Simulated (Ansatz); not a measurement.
HfF5, before and after

The cell of HfF5 is invented: random cell by space group and Wyckoff sites (P6/mmm, No. 191). The dimensions are guesses.

POSCAR.start

```
Hf F
1.0
     4.16082    0.00000    0.00000
    -2.08041    3.60338    0.00000
     0.00000    0.00000    5.25909
Hf F
1 5
Cartesian
  0.0000 0.0000 0.0000
  0.0000 2.4023 2.6295
  2.0804 1.2011 2.6295
  2.0804 0.0000 0.0000
  -1.0402 1.8017 0.0000
  1.0402 1.8017 0.0000
```

Computed with Ansatz 0.2.0, DFT PBE, scalar-relativistic, plane waves, PAW. Cutoff 420 eV, Gaussian smearing, Γ-centred meshes. Cell and atoms relax first on a coarse mesh and then on a finer one. In between, the cell is made exact in the group found at 0.06 Å. In metals the finer mesh still leaves noise of several meV/atom or more. The steps can't lower the symmetry of their start. No spin polarisation.

POSCAR.end

```
Hf F
1.0
     4.27614    0.00000    0.00000
    -2.13807    3.70325    0.00000
     0.00000    0.00000    5.12632
Hf F
1 5
Direct
  0.00000 0.00000 0.00000
  0.33333 0.66667 0.50000
  0.66667 0.33333 0.50000
  0.50000 0.00000 0.00000
  0.00000 0.50000 0.00000
  0.50000 0.50000 0.00000
```

The symmetry stays P6/mmm (No. 191). The volume per atom grows by 3.0 %, from 13.1 to 13.5 Å³. The shortest distance goes from 2.08 Å (Hf–F and F–F) to 2.14 Å (Hf–F and F–F).

```
Volume per atom                            : 13.5 Å³
Density                                    : 5.6 g/cm³
Energy over the elements                   : −1.84 eV/atom
Gap on the 12×12×8 mesh of the 6-atom cell : 0 eV (a metal)
```

Energies over the elements count from the elements' standard structures at the same level (F₂ as a molecule), with no fitted energy shifts.

The last run used Gaussian smearing of 0.10 eV. Weakly bound directions are ill-defined at this level, which has no dispersion term. These runs have no spin–orbit coupling, which can matter for Hf. An odd number of electrons in the primitive cell allows no gap without spin; a larger cell or a magnetic state could open one. The cell is a metal run without spin; a magnetic state may lie lower. Symmetry constrained the relaxation, so the result can be a saddle point. In all, the 3 runs took 90 s on 1 thread of Intel(R) Xeon(R) Platinum 8259CL CPU @ 2.50GHz (Skylake/Cascade Lake) (shared host). Another cell of HfF5 relaxed alike, in Cmmm, lies 1.02 eV/atom lower, so this cell isn't the stable form at this level.
